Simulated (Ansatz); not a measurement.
A geometry of Ir away from equilibrium: the start of the relaxation of a relaxed Ir cell shaken by Gaussian noise of σ = 0.08 Å a coordinate. All values below come from PBE (plane waves to 420 eV, PAW, scalar-relativistic; Ansatz, an electronic-structure program). Γ-centred k-mesh 7×7×7 on the run's cell (coarser than for final values), Fermi–Dirac smearing 0.05 eV.

```xyz
8
Lattice="4.9440 0.0000 0.0000 0.0000 4.9440 0.0000 0.0000 0.0000 4.9440" Properties=species:S:1:pos:R:3 pbc="T T T"
Ir     0.8942     0.6522     0.7568
Ir     3.1032     1.6038     4.1095
Ir     4.3272     3.2135     1.7221
Ir     1.8031     4.1465     3.0364
Ir     4.2679     4.1987     4.2623
Ir     1.7064     3.2502     0.6887
Ir     0.7730     1.7480     3.3600
Ir     3.3503     0.6869     1.6735
```

Task: Predict the force on each atom, in eV/Å.

Result: 
```json
[
 {"atom": "Ir1", "Fx": "-0.19", "Fy": "2.28", "Fz": "1.50"},
 {"atom": "Ir2", "Fx": "2.04", "Fy": "0.61", "Fz": "0.83"},
 {"atom": "Ir3", "Fx": "-1.44", "Fy": "-0.54", "Fz": "0.83"},
 {"atom": "Ir4", "Fx": "-0.42", "Fy": "0.45", "Fz": "1.83"},
 {"atom": "Ir5", "Fx": "-0.56", "Fy": "-1.26", "Fz": "-1.23"},
 {"atom": "Ir6", "Fx": "1.70", "Fy": "-2.05", "Fz": "-1.71"},
 {"atom": "Ir7", "Fx": "-2.10", "Fy": "-0.64", "Fz": "-1.21"},
 {"atom": "Ir8", "Fx": "0.97", "Fy": "1.15", "Fz": "-0.84"}
]
```

Task: What is the pressure?

Result: +4.6 GPa, compression positive.

No spin polarisation in the result.

The end of the path is a generated cell of Ir: the first start was made by placing the elements on the sites of a structure type, and the end was not matched to a known phase here, so it may be hypothetical. Known forms of Ir include space group No. 225.
